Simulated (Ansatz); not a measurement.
Al₂O₃ (corundum)

```
Al2O3
1.0
    2.38658     1.37789     4.33779
   -2.38658     1.37789     4.33779
    0.00000    -2.75579     4.33779
Al O
4 6
Direct
  0.35203   0.35203   0.35203
  0.14797   0.14797   0.14797
  0.64797   0.64797   0.64797
  0.85203   0.85203   0.85203
  0.55585   0.94415   0.25000
  0.25000   0.55585   0.94415
  0.94415   0.25000   0.55585
  0.44415   0.05585   0.75000
  0.75000   0.44415   0.05585
  0.05585   0.75000   0.44415
```

Equation-of-state scan: isotropic scaling of the cell above, V₀ being its volume. The atoms relax within the cell's symmetry.

These are PBEsol (plane waves to 420 eV, PAW, scalar-relativistic; Ansatz, a program for electronic structure) values and carry that method's errors. k mesh 8×8×8 (Γ-centred), Fermi-Dirac smearing 0.05 eV. Compression counts positive. Al2O3 was relaxed with its symmetry unable to fall. The PAW data are Ansatz's earlier set.

At one point of the scan the stress tensor (GPa) is:

```
  -10.9      0.0      0.0
    0.0    -10.9      0.0
    0.0      0.0    -10.3
```

Question: Which point is it?
(A) V/V₀ = 1.020
(B) V/V₀ = 1.060
(C) V/V₀ = 1.030
(D) V/V₀ = 1.050

Answer: D, V/V₀ = 1.050

(Under strain, the slope of the energy per volume gives the stress and its curvature an elastic modulus.)
